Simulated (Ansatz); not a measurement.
NbAgO3:
```
NbAgO3
1.0
    3.94989     0.00000     0.00000
    0.00000     3.94989     0.00000
    0.00000     0.00000     3.94989
Nb Ag O
1 1 3
Direct
  0.00000   0.00000   0.00000
  0.50000   0.50000   0.50000
  0.50000   0.00000   0.00000
  0.00000   0.50000   0.00000
  0.00000   0.00000   0.50000
```

Relaxed with PBEsol. Special points in fractions of this cell's reciprocal vectors: Γ (0.000, 0.000, 0.000); X (0.000, 0.500, 0.000); M (0.500, 0.500, 0.000); R (0.500, 0.500, 0.500).

**Question.** List the band energies nearest the valence-band maximum at these points for PBEsol with spin–orbit coupling in the plane-wave PAW code Ansatz.

**Answer.** In eV from the valence-band maximum; about four levels below and three above (degenerate sets whole), none deeper than 8.9 eV; points with the same levels are listed once.

```csv
k,below,above
Γ,-1.10 -1.10 -1.10 -1.10,1.52 1.52 1.52 1.52
X,-0.23 -0.23 -0.08 -0.08,1.38 1.38 4.01 4.01
M,-0.49 -0.49 0.00 0.00,4.05 4.05 4.12 4.12
R,-0.37 -0.37 -0.37 -0.37,3.33 3.33 5.19 5.19 5.19 5.19
```

Space group Pm-3m (cubic perovskite). The workflow started from a Materials Project entry (that database holds measured and hypothetical structures alike); the Crystallography Open Database copy checked does not list it. COD files the formula under space group No. 57, so this cell is another polymorph or a model. Whether it is the stable phase at ambient conditions was not checked. Symmetry was held in the PBEsol relaxation. At this level the phase is dynamically unstable (imaginary phonons). No spin polarisation was allowed.

Potentials: the later of the program's two PAW sets.
